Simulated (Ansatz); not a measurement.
The end point of a relaxation of TePb. These are r2SCAN (plane waves to 500 eV, PAW, scalar-relativistic; Ansatz, a first-principles code) values and carry that method's errors.

```cif
data_PbTe
_chemical_formula_sum 'Pb1 Te1'
_space_group_name_H-M_alt 'P 1'
_space_group_IT_number 1
_cell_length_a 4.62098
_cell_length_b 4.62098
_cell_length_c 4.62098
_cell_angle_alpha 60.000
_cell_angle_beta 60.000
_cell_angle_gamma 60.000
loop_
_space_group_symop_operation_xyz
  'x, y, z'
loop_
_atom_site_label
_atom_site_type_symbol
_atom_site_fract_x
_atom_site_fract_y
_atom_site_fract_z
_atom_site_occupancy
Pb1 Pb 0.50000 0.50000 0.50000 1
Te1 Te 0.00000 0.00000 0.00000 1
```

Question: Find the space group and the Wyckoff positions (tolerance 0.01 Å).

Answer: Space group Fm-3m (No. 225); a = 6.5350 Å, b = 6.5350 Å, c = 6.5350 Å, α = 90.00°, β = 90.00°, γ = 90.00°

| atom | site | symmetry | x | y | z |
|---|---|---|---|---|---|
| Pb | 4b | m-3m | 0.5000 | 0.5000 | 0.5000 |
| Te | 4a | m-3m | 0.0000 | 0.0000 | 0.0000 |

This is the rock salt type.

Question: Give the shortest distances between elements (the closest pairs, up to four, under 3.6 Å).

Answer: Pb–Te 3.27 Å.

```json
{
  "volume_per_atom": "34.89 Å³",
  "band_gap": "1.10 eV, direct at L (no spin-orbit coupling)"
}
```

No spin polarisation in the result. Spin-orbit coupling is missing; with elements this heavy it can move band edges by tenths of an eV or more.

Measured for TePb: gap 0.19 eV (0 K or low temperature; as listed in arXiv:2302.06325). Computed minus measured — gap: r2SCAN +0.91 eV. The computed values are for a static lattice, and a measured gap can be an optical one, lowered by exciton binding.

The run could not lose the symmetry of its start.
